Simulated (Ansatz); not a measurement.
Data:

P:
```
P
1.0
    2.43322     0.00000     0.00000
    0.00000     2.43322     0.00000
    0.00000     0.00000     2.43322
P
1
Direct
  0.00000   0.00000   0.00000
```

This is the r²SCAN-relaxed structure.

### Question
All from plane-wave PAW r²SCAN (Ansatz code), unless another level is named. Estimate the electronic character.

### Answer
metallic (no gap).

### Question
And the density of states at the Fermi level?

### Answer
0.30 states/eV per atom (mean over ±0.08 eV).

Space group Pm-3m (simple cubic). This is a known high-pressure phase of the composition, computed here at zero pressure and temperature. Symmetry was held in the r²SCAN relaxation; phonons on a q-mesh show no instability.

Potentials: the later of the program's two PAW sets.
